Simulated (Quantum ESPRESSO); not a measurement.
## Mg2AlO3F (a curve over strain)

Simulated, not a measurement. The program is pw.x of Quantum ESPRESSO 7.5 (plane-wave density functional theory). The cell is made up: 7 atoms on a zincblende/diamond lattice with one site empty, with randomly drawn elements, strain and displacements, not relaxed. PseudoDojo standard norm-conserving files (v0.5 for PBE, v0.4.1 for LDA and PBEsol) set the functional; there is no spin polarisation, spin-orbit coupling or dispersion term, and the masses in the input are unused placeholders.

Seven runs add a strain to one cell (the same along x and y); the atoms follow the cell and are not relaxed. Stress in the table is positive in tension.

Input of the run at -0.0007:

```
&control calculation='scf', pseudo_dir='./dojo.nc.sr.pbe.v0_5.standard.upf', outdir='./o', disk_io='medium', tprnfor=.true., tstress=.true. /
&system ibrav=0, nat=7, ntyp=4, nbnd=30, ecutwfc=84.00895049, nosym=.true., tot_charge=0,
 occupations='smearing', smearing='fd', degauss=0.0018374661
/
&electrons conv_thr=7.350e-09, electron_maxstep=60, /
ATOMIC_SPECIES
Al 1.0 Al.upf
F 1.0 F.upf
Mg 1.0 Mg.upf
O 1.0 O.upf
CELL_PARAMETERS angstrom
4.5192 0.0 0.0
0.0 4.5192 0.0
0.0 0.0 4.5224
ATOMIC_POSITIONS angstrom
Mg -0.0016 2.2697 2.2667
Mg 2.2708 0.0151 2.2223
Al 2.2811 2.2612 -0.04
O 1.1057 1.1217 1.1347
O 1.1103 3.3929 3.4088
O 3.359 1.1233 3.3914
F 3.3211 3.4184 1.1359
K_POINTS automatic
4 4 4 1 1 1
```

| added strain | free energy less that of the input shown (eV) | stress xx (GPa) | stress yy (GPa) | stress zz (GPa) | stress xy (GPa) | pressure (GPa) | next band up at Gamma (eV) | iterations |
| --- | --- | --- | --- | --- | --- | --- | --- | --- |
| -0.0233 | -0.1199 | 2.43 | 2.29 | 3.59 | 1.18 | -2.77 | 2.451 | 11 |
| -0.0177 | -0.1017 | 3.63 | 3.51 | 4.57 | 1.10 | -3.90 | 2.396 | 11 |
| -0.0118 | -0.0739 | 4.82 | 4.73 | 5.53 | 1.02 | -5.03 | 2.337 | 11 |
| -0.0007 | 0.0000 | 6.91 | 6.86 | 7.18 | 0.89 | -6.98 | 2.225 | 11 |
| +0.0040 | 0.0396 | 7.74 | 7.70 | 7.82 | 0.84 | -7.75 | 2.178 | 11 |
| +0.0083 | 0.0799 | 8.46 | 8.44 | 8.38 | 0.79 | -8.43 | 2.135 | 11 |
| +0.0242 | 0.2601 | 10.91 | 10.94 | 10.19 | 0.63 | -10.68 | 1.982 | 11 |

A cubic fit gives a slope of stress xx against the added strain of 178 GPa at zero added strain, with the atoms clamped. Across the table the free energy follows the integral of the stress to within 2.9 meV. A rerun of one of the cells at 1437 eV and a 6 x 6 x 6 mesh moved values by no more than 0.002 eV in energy, 0.04 GPa in stress and 0.004 eV/Å in force. The band column is the level of band 25 at Gamma less that of band 24, whose number is half the electron count, rounded up; it comes from a band step after each run.